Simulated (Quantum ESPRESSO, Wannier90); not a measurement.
# Wannierisation of WSe2 (P-6m2, isolated units)

```
WSe2
1.0
    3.31794     0.00000     0.00000
   -1.65897     2.87342     0.00000
    0.00000     0.00000    16.65814
W Se
1 2
Direct
  0.00000   0.00000   0.00000
  0.33333   0.66667   0.09979
  0.33333   0.66667   0.90021
```

Materials Project entry mp-1023936; symmetrised, unrelaxed at this level. Method: PBEsol plane waves in Quantum ESPRESSO 7.5 (PseudoDojo norm-conserving files, 69 Ry, no spin polarisation, no spin-orbit coupling), Bloch states on a 6×6×4 mesh through Γ, Wannier90 4.0.1. Density: 12×12×1 mesh, cold smearing 0.01 Ry. The cell is built of weakly bound layers, chains or molecules, whose nearest atoms lie 13.33 Å apart, far more than in van der Waals crystals (3.2 to 4.2 Å): it describes nearly isolated units, such as a monolayer, not the bulk crystal. Spin-orbit coupling is left out although heavy elements are present.

Energies are relative to the valence-band maximum.

**Bands.** A Kohn-Sham gap of 1.52 eV opens above band 23. 5 filled groups are cut off by gaps; the highest, bands 17–23, spans -6.31 to 0.00 eV and is Se 4p 59 %, W 5d 34 %.

**Valence functions.** The best of several starts gives 9 functions with Ω_total = 18.62 Å², 82 % of it gauge-invariant: 6 of 1.98 Å² at 0.95 Å from Se; 1 of 3.62 Å² at 1.92 Å from W; 2 of 1.54 Å² at 0.43 Å from Se.

**Model.** 11 functions (W d, Se p) from bands 17-37, frozen to 3.01 eV, reach Ω_I = 20.11 Å² and follow pw.x to 11 meV rms (states up to 2.5 eV relative to the valence-band maximum).

**Outer window.** The setting "outer window to 5.20 eV" raises Ω_I to 21.23 Å², as fewer states are left to mix in, and the misfit goes to 12 meV.

**Stops.** With the frozen window to 7.01 eV the program stops (More states in the frozen window than target WFs). With the frozen window to 5.01 eV the program stops (More states in the frozen window than target WFs).
